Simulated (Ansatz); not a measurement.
Consider the following.

Bi2Te3:
```cif
data_Bi6Te9
_chemical_formula_sum 'Bi6 Te9'
_space_group_name_H-M_alt 'R-3m :H'
_space_group_IT_number 166
_space_group_name_Hall '-R 3 2"'
_cell_length_a 4.40070
_cell_length_b 4.40070
_cell_length_c 31.59821
_cell_angle_alpha 90.000
_cell_angle_beta 90.000
_cell_angle_gamma 120.000
loop_
_atom_site_label
_atom_site_type_symbol
_atom_site_symmetry_multiplicity
_atom_site_Wyckoff_symbol
_atom_site_fract_x
_atom_site_fract_y
_atom_site_fract_z
_atom_site_occupancy
Bi1 Bi 6 c 0.00000 0.00000 0.39800 1
Te1 Te 3 a 0.00000 0.00000 0.00000 1
Te2 Te 6 c 0.00000 0.00000 0.21456 1
```
(The calculation used a cell of 5 atoms; values per cell refer to that cell.)

This is the r²SCAN+D4-relaxed structure.

Question: All from plane-wave PAW r²SCAN+D4 (Ansatz code), unless another level is named. Predict the hole effective mass.

Answer: 0.15, 0.15, 0.48 mₑ (principal values).

Question: What about the HSE06 gap on the r²SCAN+D4 cell?

Answer: 0.89 eV.

Question: What about the weight of the valence-edge state by species (Voronoi cells)?

Answer: Te 80 %, Bi 20 %.

Question: Next, the valence-band maximum?

Answer: at Γ.

The cell was relaxed with r²SCAN+D4 under the symmetry of its start. Spin–orbit coupling is left out wherever it is not named.

Potentials: the later of the program's two PAW sets.
